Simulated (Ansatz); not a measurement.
Consider the following.

W (bcc, W type)

```cif
data_W2
_chemical_formula_sum 'W2'
_space_group_name_H-M_alt 'Im-3m'
_space_group_IT_number 229
_space_group_name_Hall '-I 4 2 3'
_cell_length_a 3.18365
_cell_length_b 3.18365
_cell_length_c 3.18365
_cell_angle_alpha 90.000
_cell_angle_beta 90.000
_cell_angle_gamma 90.000
loop_
_atom_site_label
_atom_site_type_symbol
_atom_site_symmetry_multiplicity
_atom_site_Wyckoff_symbol
_atom_site_fract_x
_atom_site_fract_y
_atom_site_fract_z
_atom_site_occupancy
W1 W 2 a 0.00000 0.00000 0.00000 1
```
(The calculation used a cell of 1 atom; values per cell refer to that cell.)

This relaxed cell (volume V₀) is scaled evenly in all directions, its shape held. Symmetry pins the atoms to their sites.

Level of theory: PBE (plane waves to 420 eV, PAW, scalar-relativistic; Ansatz, a first-principles code). k mesh 20×20×20 (Γ-centred), Fermi-Dirac smearing 0.05 eV. Energies are smeared free energies. Stress and pressure are positive under compression. Spin-orbit coupling is left out, though W is heavy. The PAW data are Ansatz's earlier set. W is run without spin polarisation. W was relaxed with its symmetry unable to fall. ΔE is measured from the relaxed starting cell.

The scan covers V/V₀ from 0.900 to 1.100 in 9 points.

Task: What is the fitted pressure derivative B₀′?

Result: 4.2.

Task: What bulk modulus B₀ follows from a third-order Birch-Murnaghan fit?

Result: 304 GPa.

(A scan under strain: stresses follow from slopes of the energy per volume, elastic moduli from its curvatures.)
